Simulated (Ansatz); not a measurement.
## In2Sb: pressure against volume

In2Sb, P6_3/mmc, a = 5.333 Å, c = 6.393 Å. The structure is a Materials Project entry; whether it is the stable form wasn't checked. Ansatz: PBEsol, PAW, 420 eV, Γ-centred 12×12×6 mesh on 6 atoms, Gaussian smearing 0.10 eV; no spin polarisation. Shape and atoms are relaxed at each volume; pressure is positive in compression.

| V (Å³/atom) | P (GPa) |
| --- | --- |
| 24.672 | ? |
| 25.459 | 1.55 |
| 26.246 | -0.02 |
| 27.034 | -1.34 |
| 27.821 | -2.44 |

**Question.** Take V0 = 26.246 Å³/atom, count pressures from its P0 = -0.02 GPa, fit the third-order Birch–Murnaghan form to the other rows, and predict the missing pressure.

**Answer.** With the Eulerian strain f = ½[(V0/V)^(2/3) − 1] and y = (P − P0)/[3f(1 + 2f)^(5/2)], the form is the line y = B0 + 1.5 B0 (B0′ − 4) f. Rows (f, y): 0.01025, 48.5; -0.00976, 47.4; -0.01905, 46.7. Means f = -0.006187, y = 47.533; Σ(Δf)² = 0.0004484, ΣΔfΔy = 0.02708; the slope is their ratio. y = 47.91 + 60.40 f GPa, so B0 = 47.9 GPa and B0′ = 4 + 2 × (60.40)/(3 × 47.91) = 4.84. At V = 24.672, f = 0.02105, y = 49.18 and P = 3.42 GPa. The run gave 3.46 GPa, so the fit is 0.04 GPa too low, a small miss on the scale of the series. The form still works here, 33 % of the fitted range beyond its end.